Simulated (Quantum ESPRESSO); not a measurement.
**Kohn-Sham bands of TlBr (rock salt)**

```
CELL_PARAMETERS angstrom
      0.00000     3.34204     3.34204
      3.34204     0.00000     3.34204
      3.34204     3.34204     0.00000
ATOMIC_POSITIONS crystal
  Tl 0.00000 0.00000 0.00000
  Br 0.50000 0.50000 0.50000
```

Materials Project entry mp-568560; symmetrised, unrelaxed at this level. Not found in the COD (Crystallography Open Database) copy used, which has the formula in other groups; not checked further. Computed values, not measurements, from PBEsol: Quantum ESPRESSO (norm-conserving PseudoDojo potentials, cutoff 50 Ry, spinors with spin-orbit coupling) on a Γ-centred 8×8×8 mesh, then Wannier90. Density: 8×8×8 mesh, cold smearing 0.01 Ry.

Question: List the Kohn-Sham levels between −8 and 4.8 eV relative to the valence-band maximum at the high-symmetry points, as a band run of pw.x on that density gives them (levels within 2 meV counted together).

Answer: 
```
point  k (reciprocal lattice)                                                                     levels (eV)
-----  ----------------------  ------------------------------------------------------------------------------
Γ           0.000 0.000 0.000                                   -4.22 (×2), -2.01 (×2), -1.47 (×4), 4.65 (×2)
X           0.500 0.000 0.500                       -3.91 (×2), -3.05 (×2), -2.37 (×2), -2.01 (×2), 4.63 (×2)
U           0.625 0.250 0.625                       -4.47 (×2), -2.82 (×2), -1.97 (×2), -1.34 (×2), 3.68 (×2)
K           0.375 0.375 0.750                       -4.47 (×2), -2.82 (×2), -1.97 (×2), -1.34 (×2), 3.68 (×2)
L           0.500 0.500 0.500  -5.17 (×2), -1.66 (×2), -1.34 (×2), 0.00 (×2), 1.81 (×2), 3.63 (×2), 4.46 (×2)
W           0.500 0.250 0.750                       -4.40 (×2), -2.70 (×2), -2.58 (×2), -0.85 (×2), 3.44 (×2)
```
